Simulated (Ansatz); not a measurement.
Ta3N: what symmetry allows forces and stress to be

```xyz
4
Lattice="3.0153 0.0000 0.0000 -1.5076 2.6113 0.0000 0.0000 0.0000 6.8049" Properties=species:S:1:pos:R:3 pbc="T T T"
Ta    0.0000    0.0000    3.3634
Ta    0.0000    1.7409    1.1598
Ta    1.5076    0.8704    5.5906
N     0.0000    0.0000    0.0935
```

Theory: DFT PBEsol, scalar-relativistic, plane waves, PAW in Ansatz 0.2.0.

Cutoff 420 eV; k points 15×15×6 on the computed 4-atom cell (Γ-centred); Gaussian smearing, width 0.10 eV; no spin polarisation.

This distorted cell has space group P3m1, with 6 operations.

Q: Without a calculation: in which directions can each atom feel a force?

A: A force must be left unchanged by every operation that keeps its atom in place, so it lies in the space that those operations leave fixed. Atoms that the group maps onto each other feel forces of one size.
| atom | site symmetry | operations at the site | equivalent to atom | allowed force (Cartesian) |
| --- | --- | --- | --- | --- |
| Ta1 | 3m. | 6 | 1 | along (0.00, 0.00, 1.00) |
| Ta2 | 3m. | 6 | 2 | along (0.00, 0.00, 1.00) |
| Ta3 | 3m. | 6 | 3 | along (0.00, 0.00, 1.00) |
| N4 | 3m. | 6 | 4 | along (0.00, 0.00, 1.00) |

That leaves 4 independent force components of 12, tied by 1 condition that the forces sum to zero, so 3 remain. A relaxation in this cell that keeps the symmetry moves the atoms in these directions alone.

Q: And the stress tensor?

A: It must be invariant under the point group, which leaves 2 independent components: yz, xz, xy vanish; xx = yy.

Q: Do the computed values obey this?

A: Yes. Forces (eV/Å):
```
Ta1  0.000  0.000  0.738
Ta2  0.000  0.000  0.607
Ta3  0.000  0.000  1.032
N4   0.000  0.000 -2.378
```

Stress (GPa, compression positive, xx yy zz yz xz xy): 21.61 21.61 35.26 0.00 0.00 0.00. The program imposes the same operations on density, forces and stress, so this confirms the analysis and is no independent test of the calculation.

Spin–orbit coupling is left out, which can shift energies with elements as heavy as these.